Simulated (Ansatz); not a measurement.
InSb in space group Pm-3n (No. 223; In on 6c, Sb on 6d) under volume change, PBE (plane waves, PAW; program Ansatz), scaled uniformly.

```json
[
 {"V (Å³/atom)": "41.543", "E − E(relaxed) (meV/atom)": "38.9", "P (GPa)": "3.33"},
 {"V (Å³/atom)": "42.913", "E − E(relaxed) (meV/atom)": "16.2", "P (GPa)": "2.02"},
 {"V (Å³/atom)": "44.283", "E − E(relaxed) (meV/atom)": "3.8", "P (GPa)": "0.92"},
 {"V (Å³/atom)": "45.652", "E − E(relaxed) (meV/atom)": "0.0", "P (GPa)": "0.00"},
 {"V (Å³/atom)": "47.022", "E − E(relaxed) (meV/atom)": "[?]", "P (GPa)": "[?]"},
 {"V (Å³/atom)": "48.391", "E − E(relaxed) (meV/atom)": "[?]", "P (GPa)": "[?]"},
 {"V (Å³/atom)": "49.761", "E − E(relaxed) (meV/atom)": "27.4", "P (GPa)": "-1.96"}
]
```

Task: Fill in the missing entries.

Result: 
- 47.022, E − E(relaxed) (meV/atom): 3.4
- 47.022, P (GPa): -0.77
- 48.391, E − E(relaxed) (meV/atom): 12.9
- 48.391, P (GPa): -1.42

Task: What does a third-order Birch–Murnaghan fit give for V₀, B₀ and B′?

Result: V₀ = 45.65 Å³/atom, B₀ = 28.0 GPa, B′ = 4.9.

The start of the workflow was typed in or built on a structure type; neither database checked (COD, Materials Project) lists it. It is not the phase usual at ambient conditions (space group No. 216). The cell was relaxed with PBE under the symmetry of its start; whether a distortion lowers the energy is not shown. The volume moved by 36 % from the start of the relaxation. Spin–orbit coupling is left out wherever it is not named.

Potentials: the earlier of the program's two PAW sets.
